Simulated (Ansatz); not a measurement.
A geometry of Ti away from equilibrium: step 2 of the relaxation of a relaxed Ti cell displaced along its unstable phonon at q = (½, ½, 0) of its primitive reciprocal cell (165i cm⁻¹), largest move 0.15 Å. Computed with PBEsol (plane waves to 420 eV, PAW, scalar-relativistic; Ansatz, a program for electronic structure). Γ-centred k-mesh 12×12×12 on the run's cell (coarser than for final values), Fermi–Dirac smearing 0.05 eV. The plane waves were selected for a different cell earlier on the path.

```xyz
2
Lattice="5.1200 0.0000 0.0000 2.5600 2.5600 0.0000 0.0000 0.0000 2.5921" Properties=species:S:1:pos:R:3 pbc="T T T"
Ti     6.4000     1.2800     1.6408
Ti     3.8400     1.2800     0.9513
```

Q: What forces act on the atoms (eV/Å)?

A: 
| atom | Fx | Fy | Fz |
|---|---|---|---|
| Ti1 | 0.00 | 0.00 | 1.65 |
| Ti2 | 0.00 | 0.00 | -1.65 |

The path ends in I4/mmm (No. 139) (AFLOW prototype A_tI2_139_a (A_a)). No spin polarisation in the result.

The run could not lose the symmetry of its start: the end is stationary, and may be a saddle point rather than a minimum.

The end of the path is a generated cell of Ti: the first start was made by placing the elements on the sites of a structure type, and the end was not matched to a known phase here, so it may be hypothetical. Known forms of Ti include space group No. 194.
